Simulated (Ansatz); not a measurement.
The cell below belongs to a search over invented structures; it isn't taken from experiment.

Input and command of a plane-wave DFT calculation in Ansatz:

```yaml
crystal:
  lattice:
    - [0.0, 5.165, 5.165]
    - [5.165, 0.0, 5.165]
    - [5.165, 5.165, 0.0]
  atoms:
    - { symbol: Ba, position: [0.75, 0.75, 0.75] }
    - { symbol: Al, position: [0.0, 0.0, 0.0] }
    - { symbol: Ag, position: [0.5, 0.5, 0.5] }
    - { symbol: C, position: [0.81848984, 0.18151016, 0.18151016] }
    - { symbol: C, position: [0.18151016, 0.18151016, 0.81848984] }
    - { symbol: C, position: [0.81848984, 0.18151016, 0.81848984] }
    - { symbol: C, position: [0.18151016, 0.81848984, 0.81848984] }
    - { symbol: C, position: [0.81848984, 0.81848984, 0.18151016] }
    - { symbol: C, position: [0.18151016, 0.81848984, 0.18151016] }
    - { symbol: "N", position: [0.70522749, 0.29477251, 0.29477251] }
    - { symbol: "N", position: [0.29477251, 0.29477251, 0.70522749] }
    - { symbol: "N", position: [0.70522749, 0.29477251, 0.70522749] }
    - { symbol: "N", position: [0.29477251, 0.70522749, 0.70522749] }
    - { symbol: "N", position: [0.70522749, 0.70522749, 0.29477251] }
    - { symbol: "N", position: [0.29477251, 0.70522749, 0.29477251] }
basis:
  ecutwfc: 420
kpoints:
  mp_grid: { grid: [4, 4, 4] }
hamiltonian:
  xc: pbe
scf:
  occupations: { method: gaussian, width: 0.1 }
  lower_state_search: "off"
output:
  forces: true
  stress: true
  eigenvalues: true
relax:
  adjacent_minimum: "off"
  f_tol: 0.04
  max_steps: 70
  cell: { stress_tol: 0.4 }
```

```bash
ansatz run input.yaml --threads 1 --pin off --max-ram 2560MiB --backend cpu --events-out ev --progress --plain --runs-dir out
```

Processor: INTEL(R) XEON(R) PLATINUM 8581C CPU @ 2.10GHz (Emerald Rapids), 1 thread, on a host shared with other jobs.

Question: How long does it run, and how much memory does it take?

Answer: About 69 s, peak memory 0.67 GiB. It solves 58 bands at 8 k points (after reduction by symmetry) with about 6879 plane waves (on the last cell), in 55 SCF iterations over 8 ionic steps.
